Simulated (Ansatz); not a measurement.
KZnF3:
```xyz
5
Lattice="4.0522 0.0000 0.0000 0.0000 4.0522 0.0000 0.0000 0.0000 4.0522" Properties=species:S:1:pos:R:3 pbc="T T T"
K      0.0000     0.0000     0.0000
Zn     2.0261     2.0261     2.0261
F      2.0261     2.0261     0.0000
F      0.0000     2.0261     2.0261
F      2.0261     0.0000     2.0261
```

Relaxed with PBEsol. Special points in fractions of this cell's reciprocal vectors: Γ (0.000, 0.000, 0.000); X (0.000, 0.500, 0.000); M (0.500, 0.500, 0.000); R (0.500, 0.500, 0.500).

List the band energies nearest the valence-band maximum at these points for plane-wave PAW PBEsol (Ansatz code).

In eV from the valence-band maximum; about four levels below and three above (degenerate sets whole), none deeper than 8.9 eV; points with the same levels are listed once.

```
k                                below             above
-  -----------------------------------  ----------------
Γ  -2.02 -2.02 -2.02 -1.82 -1.82 -1.82    3.71 8.65 8.65
X        -1.99 -1.99 -1.68 -1.68 -1.61    6.50 8.21 9.61
M               -1.77 -1.77 -1.46 0.00  7.99 10.02 10.02
R          -1.44 -1.44 -1.44 0.00 0.00    8.34 8.34 8.34
```

Space group Pm-3m (cubic perovskite). The cell was relaxed with PBEsol under the symmetry of its start.

Potentials: the later of the program's two PAW sets.
